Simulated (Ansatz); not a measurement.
This guess for LiYP is about to be relaxed.

```
Li Y P
1.0
     4.00119    0.00000    0.00000
    -2.00059    3.46513    0.00000
     0.00000    0.00000    4.17614
Li Y P
1 1 1
Cartesian
  0.0000 2.3101 3.8975
  2.0006 1.1550 0.2324
  2.0006 1.1550 2.2527
```

All numbers below come from DFT PBE, scalar-relativistic, plane waves, PAW in Ansatz 0.2.0. Cutoff 420 eV, Gaussian smearing, Γ-centred meshes. Cell and atoms relax first on a coarse mesh and then on a finer one. In between, the cell is made exact in the group found at 0.06 Å. In metals the finer mesh still leaves noise of several meV/atom or more. The steps can't lower the symmetry of their start. No spin polarisation.

A guess keeps its type if space group and coordination stay and the shape of the cell changes little (axis ratios within about 15 %, angles within 6°); the volume may change.

Problem. Does it keep its structure type, or change into something else?

Solution. It doesn't keep its type. The symmetry goes from P3m1 (No. 156) to P-6m2 (No. 187). The volume per atom grows by 44.3 %, from 19.3 to 27.9 Å³. The shortest distance goes from 2.02 Å (Y–P) to 2.47 Å (Li–P). Counting neighbours within 15 % of an atom's shortest distance, the start has Li 3, P 2, Y 2 and the end Li 3, P 5, Y 2. In detail, at the end around Li lie 3 P at 2.47 Å and 6 Y at 3.61 Å; Y is surrounded by 2 P at 2.64 Å and 6 Li at 3.61 Å; P has 3 Li at 2.47 Å and 2 Y at 2.64 Å.

```
Li Y P
1.0
     4.27711    0.00000    0.00000
    -2.13855    3.70408    0.00000
     0.00000    0.00000    5.27459
Li Y P
1 1 1
Direct
  0.33333 0.66667 0.50000
  0.66667 0.33333 0.00000
  0.66667 0.33333 0.50000
```

The zero of energy is the elements' standard structures at the same level; no fitted shifts are applied. The references include black phosphorus.

Problem. At what energy does it end?

Solution. −0.30 eV/atom. Whether it is stable depends on the other phases of the system, which aren't compared here.

The last run used a 12×12×10 mesh (in the run's order of axes) for its 3-atom cell and Gaussian smearing of 0.10 eV. The cell is a metal run without spin; a magnetic state may lie lower. The reference form of P is held partly by dispersion forces, which this level lacks. A later test with randomly moved atoms led to a structure 732 meV/atom lower, so this end is a saddle point or a shallow minimum.
